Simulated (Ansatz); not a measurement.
## LuTa₂Pd₂: reading a single point

```yaml
crystal:
  lattice:
    - [0.00000, 4.08412, 0.00000]
    - [4.08412, 0.00000, 0.00000]
    - [2.04206, 2.04206, -4.95591]
  atoms:
    - { symbol: Ta, position: [0.37000, 0.37000, 0.26000] }
    - { symbol: Ta, position: [0.63000, 0.63000, 0.74000] }
    - { symbol: Lu, position: [0.00000, 0.00000, 0.00000] }
    - { symbol: Pd, position: [0.75000, 0.25000, 0.50000] }
    - { symbol: Pd, position: [0.25000, 0.75000, 0.50000] }
```

Method: PBE, no spin polarisation; PAW, plane waves to 420 eV, 9×9×9 Γ-centred mesh, fermi-dirac occupations (width 0.1 eV) (Ansatz 0.2.0), atoms fixed.

Q: Give the Bader charges.

A: Bader charges in e: Lu +1.35, Ta +0.53, Pd -1.21. In the mean Lu gives up most and Pd takes most.

Q: Is the cell too large or too small?

A: The pressure is 57.5 GPa (compression positive), so with the atoms held at these fractions the cell would first expand; the forces are large, so a full relaxation may end otherwise. The principal stresses 49.7, 61.4, 61.4 GPa differ, so its shape would change too.

Q: Describe some of the short contacts.

A: Ta–Pd at 2.36 Å: least valence density 0.66 e/Å³ and ELF 0.25 there. Ta–Ta at 2.58 Å: least valence density 0.55 e/Å³ and ELF 0.41 there. Lu–Ta at 3.16 Å: least valence density 0.18 e/Å³ and ELF 0.20 there. Both are smooth PAW fields, read partly inside the augmentation spheres.

Q: Is it stable against the elements?

A: 0.86 eV an atom against the elements' usual phases (free molecules for gases, crystals otherwise, with no correction for O₂ or N₂), so at this geometry it isn't bound against them. Relaxing would lower it.

Q: Is there a gap?

A: It is a metal, with about 5.1 states/eV a cell as the mean within 0.25 eV of the Fermi level, mostly Ta d (45 %) and Lu d (23 %).

Q: Where is the largest force?

A: The largest is on Ta2 (and as large on other atoms): 4.28 eV/Å, components (0.00, 0.00, -4.28). It makes 120° with the line to a nearest neighbour, Pd4 at 2.36 Å.

Origin: a known structure type with other elements, at an estimated volume, so it need not be a known compound. Caveats: atoms or cell far from equilibrium.
